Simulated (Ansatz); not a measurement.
## HfN (rock salt), map of one atom of the cell

Starting cell, HfN (rock salt):

```
CELL_PARAMETERS angstrom
      0.00000     2.27401     2.27401
      2.27401     0.00000     2.27401
      2.27401     2.27401     0.00000
ATOMIC_POSITIONS crystal
  N  0.00000 0.00000 0.00000
  Hf 0.50000 0.50000 0.50000
```

In this cell atom 1 (N, nearest neighbour Hf at 2.274 Å; its periodic images, 3.2 Å or more away, move with it) is moved by u·(1.000, 0.000, 0.000) + v·(0.000, 0.000, 1.000); the rest is frozen.

Method: PBE (plane waves to 420 eV, PAW, scalar-relativistic; Ansatz, an electronic-structure program). k mesh 14×14×14 (Γ-centred), Fermi-Dirac smearing 0.05 eV. Energies are smeared free energies. With partly filled bands, energies and forces of such displacements shift with the k mesh and the smearing. Fu and Fv are the components of the force on the atom. HfN is run without spin polarisation. HfN was relaxed with its symmetry unable to fall. Spin-orbit coupling is left out, though Hf is heavy. The PAW data are Ansatz's earlier set. ΔE is measured from the undisplaced structure. Axes are in Å.

ΔE (eV/cell), with u across and v down:

| v \ u | -0.340 | -0.227 | -0.113 | 0.000 | 0.113 | 0.227 | 0.340 |
|---|---|---|---|---|---|---|---|
| -0.340 | 1.234 | 0.925 | 0.747 | 0.694 | 0.747 | 0.925 | 1.234 |
| -0.227 | 0.925 | 0.554 | 0.352 | 0.289 | 0.352 | 0.554 | 0.925 |
| -0.113 | 0.747 | 0.352 | 0.138 | 0.071 | 0.138 | 0.352 | 0.747 |
| 0.000 | 0.694 | 0.289 | 0.071 | 0.000 | 0.071 | 0.289 | 0.694 |
| 0.113 | 0.747 | 0.352 | 0.138 | 0.071 | 0.138 | 0.352 | 0.747 |
| 0.227 | 0.925 | 0.554 | 0.352 | 0.289 | 0.352 | 0.554 | 0.925 |
| 0.340 | 1.234 | 0.925 | 0.747 | 0.694 | 0.747 | 0.925 | 1.234 |

Fv (eV/Å), with u across and v down:

| v \ u | -0.340 | -0.227 | -0.113 | 0.000 | 0.113 | 0.227 | 0.340 |
|---|---|---|---|---|---|---|---|
| -0.340 | 3.40 | 4.12 | 4.45 | 4.53 | 4.45 | 4.12 | 3.40 |
| -0.227 | 2.10 | 2.46 | 2.61 | 2.64 | 2.61 | 2.46 | 2.10 |
| -0.113 | 1.02 | 1.13 | 1.21 | 1.25 | 1.21 | 1.13 | 1.02 |
| 0.000 | 0.00 | 0.00 | 0.00 | 0.00 | 0.00 | 0.00 | 0.00 |
| 0.113 | -1.02 | -1.13 | -1.21 | -1.25 | -1.21 | -1.13 | -1.02 |
| 0.227 | -2.10 | -2.46 | -2.61 | -2.64 | -2.61 | -2.46 | -2.10 |
| 0.340 | -3.40 | -4.12 | -4.45 | -4.53 | -4.45 | -4.12 | -3.40 |

Key numbers:

- Principal force constants in the plane (five-point differences of the forces): 10.8 eV/Å², isotropic
- Centre of the map: a minimum
- Lowest place on the grid: u = 0.000 Å, v = 0.000 Å (0 meV/cell)
- Highest place on the grid, met at several equal points: u = -0.340 Å, v = -0.340 Å; u = 0.340 Å, v = -0.340 Å; u = -0.340 Å, v = 0.340 Å; u = 0.340 Å, v = 0.340 Å (1234 meV/cell)

(For displaced atoms, the force is minus the slope of the energy, and its curvature is a force constant, which sets phonon frequencies.)
